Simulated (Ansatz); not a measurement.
CuMoO$_{2}$ in Ansatz, relaxation

Launch command:

```bash
ansatz run input.yaml --threads 2 --pin off --max-ram 3584MiB --backend cpu --events-out ev --progress --plain --runs-dir out
```

The input file (Ansatz 0.2.0, plane waves):

```yaml
crystal:
  lattice:
    - [3.07293451, 0.0, 0.0]
    - [-1.53646675, 2.66123949, 0.0]
    - [0.0, 0.0, 11.77923689]
  atoms:
    - { symbol: Cu, position: [0.3333, 0.6667, 0.25] }
    - { symbol: Cu, position: [0.6666, 0.3333, 0.75] }
    - { symbol: O, position: [0.3333, 0.6667, 0.0881] }
    - { symbol: O, position: [0.6666, 0.3333, 0.5881] }
    - { symbol: O, position: [0.3333, 0.6667, 0.4119] }
    - { symbol: O, position: [0.6667, 0.3334, 0.9119] }
    - { symbol: Mo, position: [0.0, 0.0, 0.0] }
    - { symbol: Mo, position: [0.0, 0.0, 0.5] }
  symmetry: { tolerance: 0.0003 }
kpoints:
  mp_grid: { grid: [11, 11, 3], shift: [0, 0, 0] }
magnetization:
  spin_polarized: false
scf:
  occupations: { method: fermi_dirac }
  lower_state_search: "off"
hamiltonian:
  pseudopotentials: { kind: paw }
  xc: r2scan
basis:
  ecutwfc: 500
  fft_grid_basis: typed
relax:
  max_steps: 80
  cell: { p_target: 20.0 }
output:
  forces: true
  stress: true
  eigenvalues: true
  bader: true
  populations: true
  elf: true
  write_potential: true
  volumetric_format: npy
  dos:
    e_range: [-12, 8]
    de: 0.05
    projected: { site_lists: { Cu: [Cu], Mo: [Mo], O: [O] } }
  write_density: true
checkpoint:
  read: saved_state
```

Origin of the cell: a known structure type with other elements, at an estimated volume, so it need not be a known compound.

The smearing width isn't typed, so it takes its default of 0.1 eV.

The saved state is a converged single point of the same cell.

Steps («new basis» is an SCF on plane waves selected anew at the same cell):

| step | ΔH (meV/atom) | max force component (eV/Å) | P (GPa) | volume (Å³) | SCF iterations | step was |
| --- | --- | --- | --- | --- | --- | --- |
| 1 | 0.0 | 2.474 | 1.98 | 96.33 | 6 | accepted |
| 2 | -259.4 | 2.337 | 9.28 | 89.05 | 10 | accepted |
| 3 | -478.6 | 0.299 | 13.85 | 82.48 | 10 | accepted |
| 4 | -480.7 | 1.164 | 27.45 | 76.19 | 10 | accepted |
| 5 | -512.7 | 0.052 | 20.57 | 79.02 | 9 | accepted |
| 6 | -512.8 | 0.009 | 20.02 | 79.16 | 7 | accepted |
| 7 | -512.8 | 0.000 | 20.00 | 79.17 | 6 | accepted |
| 8 | -511.4 | 0.001 | 20.00 | 79.17 | 9 | new basis |
| 9 | -511.4 | 0.000 | 20.00 | 79.16 | 5 | accepted |
| 10 | -511.4 | 0.000 | 20.00 | 79.16 | 5 | new basis |

Step 1, with forces in eV/Å:

```xyz
8
Lattice="3.073 0.000 0.000 -1.536 2.661 0.000 0.000 0.000 11.779" Properties=species:S:1:pos:R:3:forces:R:3 pbc="T T T" step=1
Cu    0.000    1.774    2.945    0.000    0.000    0.000
Cu    1.536    0.887    8.834    0.000    0.000    0.000
O     0.000    1.774    1.038    0.000    0.000    2.474
O     1.536    0.887    6.927    0.000    0.000    2.474
O     0.000    1.774    4.852    0.000    0.000   -2.474
O     1.536    0.887   10.741    0.000    0.000   -2.474
Mo    0.000    0.000    0.000    0.000    0.000    0.000
Mo    0.000    0.000    5.890    0.000    0.000    0.000
```

Step 2, with forces in eV/Å:

```xyz
8
Lattice="2.922 0.000 0.000 -1.461 2.531 0.000 0.000 0.000 12.042" Properties=species:S:1:pos:R:3:forces:R:3 pbc="T T T" step=2
Cu    0.000    1.687    3.010    0.000    0.000    0.000
Cu    1.461    0.844    9.031    0.000    0.000    0.000
O     0.000    1.687    1.153    0.000    0.000    2.337
O     1.461    0.844    7.174    0.000    0.000    2.337
O     0.000    1.687    4.867    0.000    0.000   -2.337
O     1.461    0.844   10.888    0.000    0.000   -2.337
Mo    0.000    0.000    0.000    0.000    0.000    0.000
Mo    0.000    0.000    6.021    0.000    0.000    0.000
```

Step 3, with forces in eV/Å:

```xyz
8
Lattice="2.772 0.000 0.000 -1.386 2.401 0.000 0.000 0.000 12.392" Properties=species:S:1:pos:R:3:forces:R:3 pbc="T T T" step=3
Cu    0.000    1.601    3.098    0.000    0.000    0.000
Cu    1.386    0.800    9.294    0.000    0.000    0.000
O     0.000    1.601    1.305    0.000    0.000    0.299
O     1.386    0.800    7.501    0.000    0.000    0.299
O     0.000    1.601    4.890    0.000    0.000   -0.299
O     1.386    0.800   11.086    0.000    0.000   -0.299
Mo    0.000    0.000    0.000    0.000    0.000    0.000
Mo    0.000    0.000    6.196    0.000    0.000    0.000
```

Step 4, with forces in eV/Å:

```xyz
8
Lattice="2.623 0.000 0.000 -1.311 2.271 0.000 0.000 0.000 12.790" Properties=species:S:1:pos:R:3:forces:R:3 pbc="T T T" step=4
Cu    0.000    1.514    3.198    0.000    0.000    0.000
Cu    1.311    0.757    9.593    0.000    0.000    0.000
O     0.000    1.514    1.413    0.000    0.000   -1.164
O     1.311    0.757    7.808    0.000    0.000   -1.164
O     0.000    1.514    4.982    0.000    0.000    1.164
O     1.311    0.757   11.377    0.000    0.000    1.164
Mo    0.000    0.000    0.000    0.000    0.000    0.000
Mo    0.000    0.000    6.395    0.000    0.000    0.000
```

Step 5, with forces in eV/Å:

```xyz
8
Lattice="2.685 0.000 0.000 -1.343 2.326 0.000 0.000 0.000 12.652" Properties=species:S:1:pos:R:3:forces:R:3 pbc="T T T" step=5
Cu    0.000    1.550    3.163    0.000    0.000    0.000
Cu    1.343    0.775    9.489    0.000    0.000    0.000
O     0.000    1.550    1.356    0.000    0.000    0.052
O     1.343    0.775    7.682    0.000    0.000    0.052
O     0.000    1.550    4.970    0.000    0.000   -0.052
O     1.343    0.775   11.296    0.000    0.000   -0.052
Mo    0.000    0.000    0.000    0.000    0.000    0.000
Mo    0.000    0.000    6.326    0.000    0.000    0.000
```

Step 10, with forces in eV/Å:

```xyz
8
Lattice="2.688 0.000 0.000 -1.344 2.328 0.000 0.000 0.000 12.650" Properties=species:S:1:pos:R:3:forces:R:3 pbc="T T T" step=10
Cu    0.000    1.552    3.162    0.000    0.000    0.000
Cu    1.344    0.776    9.487    0.000    0.000    0.000
O     0.000    1.552    1.357    0.000    0.000    0.000
O     1.344    0.776    7.682    0.000    0.000    0.000
O     0.000    1.552    4.968    0.000    0.000    0.000
O     1.344    0.776   11.293    0.000    0.000    0.000
Mo    0.000    0.000    0.000    0.000    0.000    0.000
Mo    0.000    0.000    6.325    0.000    0.000    0.000
```

| Property | Result |
| --- | --- |
| Enthalpy lowered by | 511.4 meV/atom |
| Volume change | -17.82 % |
| Final pressure | 20.00 GPa |
| Relaxation steps listed | 10 |
| Gap on the mesh | none (metal) |

Caveats: no moments, though an odd count or open d shells may carry them; the relaxation held the start's symmetry, so the end may be a saddle point.

The run took 120 s on 2 threads of Intel(R) Xeon(R) Platinum 8375C CPU @ 2.90GHz (Ice Lake), with other jobs on the host, peak memory 0.8 GiB, from a saved density.
